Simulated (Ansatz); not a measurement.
LiCl (rock salt, Fm-3m), LDA (plane waves, PAW; program Ansatz). The conduction-band minimum lies at L, with 4 equivalent valleys. Second derivatives d²E/dk² of the lowest band at one valley (eV·Å²), along Cartesian directions:

| direction | d²E/dk² |
|---|---|
| [100] | 18.27 |
| [010] | 18.27 |
| [001] | 18.27 |
| [110] | 12.49 |
| [101] | 24.04 |
| [011] | 24.04 |

**Question.** Find the principal effective masses, the density-of-states mass and the conductivity mass.

**Answer.** Off-diagonal terms follow from H_xy = H[110] − (H_xx + H_yy)/2, and m*/mₑ = 7.620 eV·Å² over each eigenvalue: 0.32, 0.32, 1.1. One valley's DOS mass (m₁m₂m₃)^(1/3) = 0.48, conductivity mass 3/(Σ 1/mᵢ) = 0.42 mₑ.

**Question.** What effective density of states Nc follows at 300 K for parabolic valleys?

**Answer.** Nc = 2.509e19 × 4 × (0.48)^(3/2) ≈ 3.3e19 cm⁻³.

**Question.** With the computed static dielectric constant 10.4 (mean of the diagonal), estimate a hydrogenic donor's binding energy and radius.

**Answer.** E = 13.606 eV × 0.42/10.4² ≈ 53 meV; a = 0.529 Å × ε/m* ≈ 13 Å. Semilocal masses tend to be too small where the gap is.

**Question.** With ε∞ = 3.18 and ω_LO = 412 cm⁻¹, what Fröhlich coupling constant follows?

**Answer.** α = (1/ε∞ − 1/ε0) √(m* × 13.606 eV/ħω_LO) = 2.3.

The cell was relaxed with LDA under the symmetry of its start; phonons on a q-mesh show no instability.

Potentials: the later of the program's two PAW sets.
